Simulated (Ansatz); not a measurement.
The calculation used DFT PBE, scalar-relativistic, plane waves, PAW (Ansatz 0.2.0). All cells share a 420 eV cutoff and Γ-centred k meshes spaced about 0.3 Å⁻¹ or finer (0.25 for metals, 2π included). No spin polarisation in the final relaxations.

All energies are static (0 K, no zero-point motion). All come from trial cells, and lower structures may exist.

Question: These unrelaxed guesses for Zr₃W₄Se are each relaxed within their symmetry. Order them by the energy at which they end, lowest first.
A.

Space group P4/mmm (No. 123). a = 3.240 Å, b = 3.240 Å, c = 13.500 Å, α = 90.00°, β = 90.00°, γ = 90.00°
```tsv
atom	site	symmetry	x	y	z
Zr	1b	4/mmm	0.0000	0.0000	0.5000
Zr	2h	4mm	0.5000	0.5000	0.8650
W	2g	4mm	0.0000	0.0000	0.2700
W	2h	4mm	0.5000	0.5000	0.3850
Se	1a	4/mmm	0.0000	0.0000	0.0000
```

B.

Space group P4mm (No. 99). a = 3.220 Å, b = 3.220 Å, c = 13.650 Å, α = 90.00°, β = 90.00°, γ = 90.00°
| atom | site | symmetry | x | y | z |
| --- | --- | --- | --- | --- | --- |
| Zr | 1b | 4mm | 0.5000 | 0.5000 | 0.8650 |
| Zr | 1a | 4mm | 0.0000 | 0.0000 | 0.2750 |
| Zr | 1b | 4mm | 0.5000 | 0.5000 | 0.1350 |
| W | 1b | 4mm | 0.5000 | 0.5000 | 0.4050 |
| W | 1a | 4mm | 0.0000 | 0.0000 | 0.5150 |
| W | 1b | 4mm | 0.5000 | 0.5000 | 0.6250 |
| W | 1a | 4mm | 0.0000 | 0.0000 | 0.7350 |
| Se | 1a | 4mm | 0.0000 | 0.0000 | 0.0000 |

C.

Space group P4mm (No. 99). a = 3.417 Å, b = 3.417 Å, c = 12.291 Å, α = 90.00°, β = 90.00°, γ = 90.00°
```tsv
atom	site	symmetry	x	y	z
Zr	1a	4mm	0.0000	0.0000	0.6428
Zr	1b	4mm	0.5000	0.5000	0.3565
Zr	1b	4mm	0.5000	0.5000	0.8641
W	2c	2mm.	0.5000	0.0000	0.0051
W	2c	2mm.	0.5000	0.0000	0.4997
Se	1a	4mm	0.0000	0.0000	0.1271
```

Answer: B (ends in P4mm, 0 meV/atom), A (ends in P4/mmm, 22 meV/atom), C (ends in P4mm, 0.44 eV/atom).

These runs have no spin–orbit coupling, which can matter for W. Cells relaxed within their symmetry can be saddle points; a later kick test found a lower structure for Zr3W4Se P4mm. Some structure types and database cells were kept out of the candidates from the start, so a known form may be missing.
